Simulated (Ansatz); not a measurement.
A relaxed cell of ZrO₂ (P2₁/c (No. 14)), relaxed on a k-mesh at least as fine as the one used below. These are r2SCAN (plane waves to 500 eV, PAW, scalar-relativistic; Ansatz, an electronic-structure program) values and carry that method's errors. Γ-centred k-mesh 4×4×4 on the run's cell (coarser than for final values), Fermi–Dirac smearing 0.05 eV.

```
ZrO2
1.0
    5.15426     0.00000     0.00000
    0.00000     5.22574     0.00000
   -0.87172     0.00000     5.25957
Zr O
4 8
Direct
  0.27613   0.04213   0.20973
  0.72387   0.54213   0.29027
  0.72387   0.95787   0.79027
  0.27613   0.45787   0.70973
  0.06882   0.33282   0.34470
  0.93118   0.83282   0.15530
  0.93118   0.66718   0.65530
  0.06882   0.16718   0.84470
  0.44966   0.75727   0.47782
  0.55034   0.25727   0.02218
  0.55034   0.24273   0.52218
  0.44966   0.74273   0.97782
```

The atoms are displaced by (Å):

```json
[
 {"atom": "Zr1", "ux": "-0.061", "uy": "0.046", "uz": "0.031"},
 {"atom": "Zr2", "ux": "-0.089", "uy": "-0.032", "uz": "0.156"},
 {"atom": "Zr3", "ux": "-0.045", "uy": "0.136", "uz": "0.057"},
 {"atom": "Zr4", "ux": "0.034", "uy": "-0.045", "uz": "-0.031"},
 {"atom": "O5", "ux": "-0.122", "uy": "0.078", "uz": "-0.077"},
 {"atom": "O6", "ux": "0.003", "uy": "-0.004", "uz": "0.039"},
 {"atom": "O7", "ux": "-0.029", "uy": "-0.027", "uz": "0.066"},
 {"atom": "O8", "ux": "0.016", "uy": "0.066", "uz": "0.018"},
 {"atom": "O9", "ux": "0.097", "uy": "-0.047", "uz": "-0.044"},
 {"atom": "O10", "ux": "0.046", "uy": "-0.144", "uz": "0.101"},
 {"atom": "O11", "ux": "-0.066", "uy": "-0.129", "uz": "0.086"},
 {"atom": "O12", "ux": "0.027", "uy": "-0.068", "uz": "-0.034"}
]
```

Q: What forces (eV/Å) and pressure result?

A: 
```tsv
atom	Fx	Fy	Fz
Zr1	-0.94	-2.01	-0.81
Zr2	1.75	1.24	-3.01
Zr3	1.54	-4.50	1.64
Zr4	-1.67	2.61	1.40
O5	2.92	-1.63	1.14
O6	0.26	0.47	0.30
O7	0.48	0.00	0.01
O8	-0.14	-0.65	0.06
O9	-2.53	1.28	1.17
O10	-0.80	1.21	-0.05
O11	-0.60	2.10	-1.80
O12	-0.27	-0.14	-0.07
```

Pressure +4.4 GPa.

Q: Estimate the energy cost of the displacement in the harmonic approximation and compare with the calculation.

A: For a harmonic well ΔE = −½ Σ F·u = 1.552 eV a cell, or 129 meV/atom. The calculated energy relative to the undisplaced cell is +124 meV/atom, so the harmonic estimate holds well.

No spin polarisation in the result.

The run that gave the undisplaced cell could not lose the symmetry of its start; a randomly shaken copy of 12 atoms returns to this structure.
